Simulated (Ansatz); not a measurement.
Values for one crystal, relaxed and computed with plane-wave PAW PBEsol (Ansatz code); other levels are named.

| Quantity | Value |
|---|---|
| Volume per atom | 12.51 Å³ |
| Band gap | 1.82 eV (indirect) |
| Smallest direct gap on the standard path | 1.89 eV |
| Gap with spin–orbit coupling | 1.80 eV |
| Electron effective mass with spin–orbit coupling, band 2 of 2 at the edge | 0.39 along [100], 0.46 along [110], 0.52 along [111] (mₑ) |
| Debye temperature from the elastic constants | 617 K |
| Young's modulus | 288 GPa |

Question: Pick the material that matches.
(A) BaTiO3, cubic perovskite
(B) GaP, zinc blende
(C) FeS2, Pa-3 (Fe on 4a, S on 8c)
(D) ZnGeP2, chalcopyrite

Answer: A, BaTiO3, cubic perovskite

Space group Pm-3m (cubic perovskite). This is a known high-temperature phase of the composition, computed here at zero pressure and temperature. Symmetry was held in the PBEsol relaxation; its stability against distortions is not shown here. The run is not spin-polarised. Scalar-relativistic: spin–orbit coupling is off unless named, which matters more the heavier the elements.

Potentials: the later of the program's two PAW sets.
